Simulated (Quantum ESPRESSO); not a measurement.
Band energies of NaOH monolayer

```
NaOH
1.0
    3.37172     0.00000     0.00000
    0.00000     3.37172     0.00000
    0.00000     0.00000    18.10000
H O Na
2 2 2
Cartesian
  0.00000   0.00000  -2.27653
  1.68586   1.68586   2.27653
  0.00000   0.00000  -1.31060
  1.68586   1.68586   1.31060
  0.00000   0.00000   0.99252
  1.68586   1.68586  -0.99252
```

PBEsol (Quantum ESPRESSO, PseudoDojo norm-conserving, 88 Ry, without SOC); path MΓXM; energies in eV from the valence-band maximum.

```
k (1/Å)  point  band 12  band 13  band 14  band 15  band 16  band 17  band 18  band 19
-------  -----  -------  -------  -------  -------  -------  -------  -------  -------
0.00         M    -4.20    -1.26    -1.26    -0.88    -0.88     8.26     8.26     9.07
0.19              -4.20    -1.25    -1.21    -0.89    -0.85     7.40     7.55     8.41
0.38              -4.20    -1.19    -1.08    -0.89    -0.73     6.18     6.30     6.98
0.75              -4.21    -0.80    -0.68    -0.63    -0.37     4.18     4.36     4.86
0.94              -4.23    -0.46    -0.46    -0.40    -0.19     3.48     3.73     4.17
1.13              -4.24    -0.25    -0.22    -0.14    -0.05     3.00     3.34     3.74
1.32         Γ    -4.25    -0.16    -0.16     0.00     0.00     2.82     3.20     3.60
1.50              -4.24    -0.31    -0.18    -0.15     0.00     2.99     3.33     3.74
1.69              -4.23    -0.68    -0.60    -0.14    -0.01     3.46     3.71     4.16
2.06              -4.28    -1.38    -1.35    -0.10    -0.05     5.03     5.10     5.75
2.25         X    -4.37    -1.48    -1.48    -0.07    -0.07     5.89     5.89     6.39
2.40              -4.35    -1.45    -1.45    -0.15    -0.15     5.99     5.99     6.47
2.72              -4.28    -1.31    -1.31    -0.58    -0.58     6.69     6.69     7.12
2.87              -4.24    -1.25    -1.25    -0.78    -0.78     7.24     7.24     7.68
3.18         M    -4.20    -1.26    -1.26    -0.88    -0.88     8.26     8.26     9.07
```

The PBEsol gap is direct, 2.82 eV at Γ. The valence-band maximum lies 4.08 eV below the vacuum level.

Geometry relaxed with PBEsol.

This is a model layer cut from the bulk structure; whether it is stable on its own was not checked.
